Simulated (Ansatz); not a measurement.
Settings and field gradients in Si3N4

Cell: an entry of the Crystallography Open Database (COD; perhaps a calculated or model structure).

Space group P6_3/m (No. 176); a = 7.6020, c = 2.9060 Å, γ = 120.00°.

| site | Wyckoff | site symmetry | x | y | z |
| --- | --- | --- | --- | --- | --- |
| Si | 6h | m.. | 0.7685 | 0.1746 | 0.2500 |
| N7 | 6h | m.. | 0.0305 | 0.3302 | 0.2500 |
| N13 | 2d | -6.. | 0.6667 | 0.3333 | 0.2500 |

One atom of each set is listed.

Reference run. Method: Kohn–Sham DFT in Ansatz, PBE, plane waves and PAW, scalar-relativistic, 420 eV cutoff, Γ-centred 4×4×10 k-points, Fermi–Dirac smearing 0.02 eV.

It gives V_zz (10²¹ V/m²) N7 -4.93 (η 0.07), Si 0.97 (η 0.42), among others. Each of these runs changes the input as listed (caps on SCF iterations aside):

A. basis.ecutwfc: not typed → 450 eV; crystal.symmetry: not typed → {detect: false}
B. hamiltonian.xc: pbe → r2scan

(1) How does each run end, and how far do the gradients move?

Results:

(1) 

```tsv
run	N7 V_zz (η)	Si V_zz (η)	largest change of a gradient tensor, all atoms	note
A	-4.94 (0.07)	0.97 (0.42)	0.01	converged
B	-4.92 (0.08)	0.97 (0.40)	0.07	converged; cutoff taken 500 eV
```

Run B moves them most, on N13 (V_zz from -4.90 to -4.97); against its own size the tensor moves most on Si among sites above 0.3 (by 0.03, V_zz from 0.97 to 0.97).

On the reference run: At this cell the PBE pressure is 6 GPa, so with PBE the cell would grow if it were relaxed.
